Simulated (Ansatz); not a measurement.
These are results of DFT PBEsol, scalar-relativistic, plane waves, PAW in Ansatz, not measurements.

Structure of ZrB$_{2}$:

```
Zr B
1.0
     3.15494    0.00000    0.00000
    -1.57747    2.73226    0.00000
     0.00000    0.00000    3.50677
Zr B
1 2
Direct
  0.00000 0.00000 0.00000
  0.33333 0.66667 0.50000
  0.66667 0.33333 0.50000
```

Plane waves to 420 eV, a k mesh through Γ of 18×18×12 on the computed 3-atom cell and Gaussian smearing (0.10 eV); no spin polarisation.

Levels along Γ–M–K–Γ–A–L–H–A | L–M | H–K, in eV from the Fermi level, sorted by energy at each point. Points in fractions of the primitive reciprocal vectors: Γ (0.000 0.000 0.000), M (0.500 0.000 0.000), K (0.333 0.333 0.000), A (0.000 0.000 0.500), L (0.500 0.000 0.500), H (0.333 0.333 0.500).
```csv
point,"k (1/Å, with 2π)",band 6,band 7,band 8,band 9,band 10,band 11,band 12
Γ,0.000,-2.72,-2.72,-2.69,-2.33,3.42,3.42,4.26
-,0.164,-3.02,-2.71,-2.59,-2.46,3.36,3.56,3.60
-,0.329,-3.77,-2.76,-2.71,-2.35,2.67,3.18,3.41
-,0.493,-4.73,-3.13,-2.76,-2.13,2.16,2.94,3.38
-,0.657,-5.76,-3.48,-2.86,-2.18,2.35,2.69,3.38
-,0.821,-6.78,-3.76,-2.98,-2.45,2.48,2.79,3.21
-,0.986,-7.77,-3.93,-3.07,-2.71,2.35,2.39,4.38
M,1.150,-8.51,-3.98,-3.10,-2.80,2.25,2.30,4.99
-,1.245,-8.49,-3.96,-3.58,-2.34,1.38,3.23,4.66
-,1.339,-8.45,-4.20,-3.86,-1.74,0.54,4.05,4.22
-,1.434,-8.38,-4.83,-3.71,-1.10,-0.23,3.43,4.64
-,1.529,-8.28,-5.48,-3.50,-0.92,-0.43,2.85,4.26
-,1.624,-8.15,-6.12,-3.23,-1.54,0.28,2.34,3.82
-,1.719,-7.89,-6.72,-2.91,-2.07,1.00,1.90,3.38
K,1.814,-7.79,-7.05,-2.52,-2.52,1.55,1.55,3.13
-,2.003,-7.31,-6.36,-3.17,-1.60,1.09,1.13,4.19
-,2.193,-6.69,-5.37,-3.49,-0.49,0.13,0.98,5.39
-,2.383,-5.91,-4.34,-3.50,-0.79,0.74,1.20,4.87
-,2.572,-4.99,-3.44,-3.26,-1.56,1.72,1.96,3.71
-,2.762,-4.00,-2.89,-2.87,-2.16,2.50,2.88,3.26
-,2.952,-3.11,-2.73,-2.55,-2.49,3.32,3.47,3.66
Γ,3.141,-2.72,-2.72,-2.69,-2.33,3.42,3.42,4.26
-,3.269,-3.29,-2.67,-2.67,-1.76,2.97,2.97,4.09
-,3.397,-4.07,-2.52,-2.52,-1.05,2.22,2.22,3.64
-,3.525,-4.86,-2.28,-2.28,-0.32,1.54,1.54,3.00
-,3.653,-5.63,-1.96,-1.96,0.42,0.98,0.98,2.29
-,3.781,-6.33,-1.58,-1.58,0.58,0.58,1.11,1.59
-,3.909,-6.85,-1.19,-1.19,0.33,0.33,1.00,1.00
A,4.037,-7.06,-1.00,-1.00,0.25,0.25,0.74,0.74
-,4.202,-6.91,-1.80,-1.64,0.33,0.88,0.90,1.01
-,4.366,-6.47,-3.03,-2.53,-0.50,1.32,1.72,2.17
-,4.530,-5.82,-4.24,-3.30,-1.32,2.02,2.39,2.53
-,4.694,-5.32,-5.10,-3.92,-1.93,2.93,2.95,2.98
-,4.859,-6.20,-4.53,-4.36,-2.19,3.41,3.46,3.97
-,5.023,-6.79,-4.63,-4.28,-2.10,3.71,3.91,4.94
L,5.187,-7.01,-4.72,-4.24,-1.99,3.81,4.12,5.39
-,5.282,-7.07,-4.74,-4.19,-2.02,3.82,4.23,5.41
-,5.377,-7.23,-4.78,-4.03,-2.09,3.86,4.54,5.50
-,5.471,-7.48,-4.83,-3.78,-2.20,3.91,4.97,5.64
-,5.566,-7.79,-4.88,-3.48,-2.33,3.99,5.40,5.83
-,5.661,-8.14,-4.93,-3.16,-2.47,4.06,5.74,6.08
-,5.756,-8.49,-4.96,-2.89,-2.61,4.13,5.99,6.32
H,5.851,-8.84,-4.97,-2.72,-2.72,4.16,6.18,6.18
-,6.041,-8.07,-4.91,-2.85,-2.83,3.99,5.66,5.98
-,6.230,-7.13,-4.72,-3.52,-2.72,3.52,4.89,5.10
-,6.420,-6.01,-4.46,-4.33,-2.34,2.90,4.00,4.04
-,6.610,-5.43,-4.75,-3.71,-1.67,2.22,2.96,3.15
-,6.799,-6.28,-3.38,-2.84,-0.77,1.48,2.18,2.30
-,6.989,-6.85,-1.97,-1.80,0.22,0.93,1.09,1.12
A,7.179,-7.06,-1.00,-1.00,0.25,0.25,0.74,0.74
L,7.179,-7.01,-4.72,-4.24,-1.99,3.81,4.12,5.39
-,7.307,-7.18,-4.66,-4.07,-2.07,2.97,5.01,5.36
-,7.434,-7.56,-4.49,-3.68,-2.31,2.17,5.30,5.57
-,7.562,-8.01,-4.21,-3.26,-2.66,1.65,4.68,5.22
-,7.691,-8.44,-3.87,-3.09,-2.96,1.50,3.80,5.13
-,7.819,-8.78,-3.52,-3.51,-2.83,1.69,3.04,5.06
-,7.947,-8.61,-3.86,-3.22,-2.80,2.05,2.50,5.01
M,8.074,-8.51,-3.98,-3.10,-2.80,2.25,2.30,4.99
H,8.074,-8.84,-4.97,-2.72,-2.72,4.16,6.18,6.18
-,8.202,-8.79,-5.09,-2.72,-2.72,4.11,5.75,5.75
-,8.330,-8.66,-5.42,-2.71,-2.71,3.96,4.91,4.91
-,8.458,-8.46,-5.87,-2.70,-2.70,3.74,3.96,3.96
-,8.586,-8.23,-6.32,-2.66,-2.66,3.04,3.04,3.51
-,8.714,-8.02,-6.71,-2.61,-2.61,2.27,2.27,3.31
-,8.842,-7.85,-6.96,-2.55,-2.55,1.74,1.74,3.18
K,8.970,-7.79,-7.05,-2.52,-2.52,1.55,1.55,3.13
```